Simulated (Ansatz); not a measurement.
**Ta4GaSe8, first-principles data**

Ta$_{4}$GaSe$_{8}$:
Space group F-43m (No. 216); a = 10.441 Å, b = 10.441 Å, c = 10.441 Å, α = 90.00°, β = 90.00°, γ = 90.00°

```json
[
 {"atom": "Ta", "site": "16e", "symmetry": ".3m", "x": "0.8979", "y": "0.8979", "z": "0.8979"},
 {"atom": "Ga", "site": "4b", "symmetry": "-43m", "x": "0.5000", "y": "0.5000", "z": "0.5000"},
 {"atom": "Se", "site": "16e", "symmetry": ".3m", "x": "0.1352", "y": "0.1352", "z": "0.1352"},
 {"atom": "Se", "site": "16e", "symmetry": ".3m", "x": "0.6348", "y": "0.6348", "z": "0.6348"}
]
```
(The calculation used a cell of 13 atoms; values per cell refer to that cell.)

Space group F-43m (No. 216); conventional cell a = 10.4408 Å, b = 10.4408 Å, c = 10.4408 Å, α = 90.00°, β = 90.00°, γ = 90.00°.

Method: r²SCAN (plane waves, PAW; program Ansatz). The cell and atoms are relaxed at this level. Other levels are named where they apply.

### Cell and energy

```yaml
volume_per_atom: 21.89 Å³
density: 8.32 g/cm³
Formation energy from the elements (no fitted shifts): -0.88 eV/atom
```

### Electronic structure

```yaml
electronic_character: metallic (no gap)
Density of states at the Fermi level: 0.66 states/eV per atom (mean over ±0.08 eV)
Gap with spin–orbit coupling: none (metallic)
```

### Mechanics

```yaml
Bulk modulus (Birch–Murnaghan fit): 80.7 GPa
Pressure derivative B′: 5.2
```

### Charges

```yaml
bader_charges: Ta +1.51, Ga +1.08, Se -0.92 to -0.87 e
```

The first step of the workflow began from a Materials Project structure, measured or hypothetical; the Crystallography Open Database files this formula in space group No. 216, but the cells were not matched. Its standing as an ambient phase is unchecked. Symmetry was held in the r²SCAN relaxation; whether a distortion lowers the energy is not shown. The run is not spin-polarised. With an odd number of electrons in the cell and no spin polarisation, the count alone makes it a metal. The references are the lowest solids computed at this level, not always the standard phases. Scalar-relativistic: spin–orbit coupling is off unless named, which matters more the heavier the elements.

Potentials: the earlier of the program's two PAW sets.
